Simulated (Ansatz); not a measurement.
Theory: Ansatz 0.2.0, DFT PBE, scalar-relativistic, plane waves, PAW. The screen uses 420 eV, coarse Γ-centred meshes (up to 0.6 Å⁻¹ on the start cell), Gaussian smearing of 0.2 eV, tolerances of 0.08 eV/Å and 0.8 GPa and 16 steps at most, with the symmetry of each start kept. No spin polarisation. Energies are free energies per atom, good to about 0.1 eV/atom between metallic cells, end volumes are rough, and groups of ends are read at 0.1 Å.

Two trial cells of ScGa₅S, not yet relaxed:

A.

```
Sc Ga S
1.0
     4.91487    0.00000    0.00000
    -2.45744    4.25640    0.00000
     0.00000    0.00000    7.09568
Sc Ga S
1 5 1
Direct
  0.33333 0.66667 0.00000
  0.33333 0.66667 0.30503
  0.33333 0.66667 0.69497
  0.66667 0.33333 0.50000
  0.66667 0.33333 0.00000
  0.00000 0.00000 0.00000
  0.00000 0.00000 0.50000
```

B.

```
Sc Ga S
1.0
     2.77213   -4.06351    0.00000
     2.77213    4.06351    0.00000
     0.00000    0.00000    6.08651
Sc Ga S
1 5 1
Direct
  0.00000 0.00000 0.50000
  0.78266 0.21734 0.80519
  0.21734 0.78266 0.80519
  0.21734 0.78266 0.19481
  0.78266 0.21734 0.19481
  0.50000 0.50000 0.00000
  0.00000 0.00000 0.00000
```

Problem. Which is lower as given, and which after relaxing?

Solution. As given, A is lower by 0.17 eV/atom. Relaxed, B is lower by 0.26 eV/atom, so the order turns round. A goes from P-6m2 at 21.2 Å³/atom to P-6m2 at 22.9 Å³/atom and gains 0.40 eV/atom. B goes from Cmmm at 19.6 Å³/atom to Cmmm at 20.3 Å³/atom and gains 0.83 eV/atom. The closest pair in A goes from Sc–Ga at 2.16 Å to Ga–Ga at 2.55 Å. The closest pair in B goes from Ga–S at 2.13 Å to Ga–Ga at 2.48 Å. At the end: counting Ga or Sc atoms around S (for each partner element, those within 1.25 times its shortest distance or 1.15 times the sum of covalent radii, where it is the nearest in units of that sum or under 1.3; a plus sign parts groups by distance over the sum of covalent radii; the shortest distance is added where it exceeds 1.18 times the sum of covalent radii), A has S 9 from 2.8 Å and B has S 2+6. The lowest end among all the guesses of this search lies 0.27 eV/atom under the better of the two.
